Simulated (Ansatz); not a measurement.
BiB:
```xyz
2
Lattice="0.0000 2.7052 2.7052 2.7052 0.0000 2.7052 2.7052 2.7052 0.0000" Properties=species:S:1:pos:R:3 pbc="T T T"
Bi     4.0578     4.0578     4.0578
B      0.0000     0.0000     0.0000
```

Relaxed with LDA. Special points in fractions of this cell's reciprocal vectors: Γ (0.000, 0.000, 0.000); X (0.500, 0.000, 0.500); U (0.625, 0.250, 0.625); K (0.375, 0.375, 0.750); L (0.500, 0.500, 0.500); W (0.500, 0.250, 0.750).

Task: List the band energies nearest the valence-band maximum at these points for the program Ansatz at the LDA level (PAW).

Result: In eV from the valence-band maximum; about four levels below and three above (degenerate sets whole), none deeper than 8.9 eV; points with the same levels are listed once.

```
k              below                above
-  -----------------  -------------------
Γ     0.00 0.00 0.00  0.66 2.83 2.83 2.83
X  -7.94 -3.65 -3.65       0.84 0.88 8.37
U  -7.62 -5.12 -3.11       1.28 3.67 7.20
L  -7.92 -1.69 -1.69       0.58 4.21 4.21
W  -7.56 -4.81 -4.38       3.41 3.84 5.25
```

Space group F-43m (zinc blende). A made-up cell: these elements were put on the sites of a structure type; neither database checked (COD, Materials Project) lists it. Whether it is the stable phase at ambient conditions was not checked. The LDA relaxation kept the symmetry of its start; of distortions, only those at the zone centre were tested. Scalar-relativistic: spin–orbit coupling is off unless named, which matters more the heavier the elements.

Potentials: the later of the program's two PAW sets.
